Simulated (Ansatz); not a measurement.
**NaS3: computed properties**

Level of theory: Ansatz, DFT PBE, scalar-relativistic, plane waves, PAW.

Plane waves to 420 eV, a k mesh through Γ of 12×12×14 on the computed 4-atom cell and Gaussian smearing (0.10 eV); no spin polarisation.

The structure is relaxed at this level of theory with its symmetry kept, and needn't be the ground state of this composition.

```yaml
crystal:
  lattice:
    - [5.26843, 0.00000, 0.00000]
    - [-2.63421, 4.56259, 0.00000]
    - [0.00000, 0.00000, 3.59124]
  atoms:
    - { symbol: Na, position: [0.00000, 0.00000, 0.50000] }
    - { symbol: S, position: [0.50000, 0.00000, 0.50000] }
    - { symbol: S, position: [0.00000, 0.50000, 0.50000] }
    - { symbol: S, position: [0.50000, 0.50000, 0.50000] }
```

- Space group: P6/mmm (No. 191)
- Volume per atom: 21.58 Å³
- Formation energy from the elements' standard states (uncorrected): +0.230 eV/atom
- Kohn–Sham band gap: none (metal)
- Density of states at the Fermi level: 2.3 states/eV per cell
- Orbital (Löwdin) character within 0.5 eV of the Fermi level: S 3p 95 %
- Bader charge by site (e): Na (1 in the cell) 0.84, S (3 in the cell) -0.28

Spin polarisation was left out, and a magnetic state may lie lower.

The cell was found from a structure generator's guess, not taken from experiment. Löwdin shares on free-atom orbitals overweight diffuse shells.
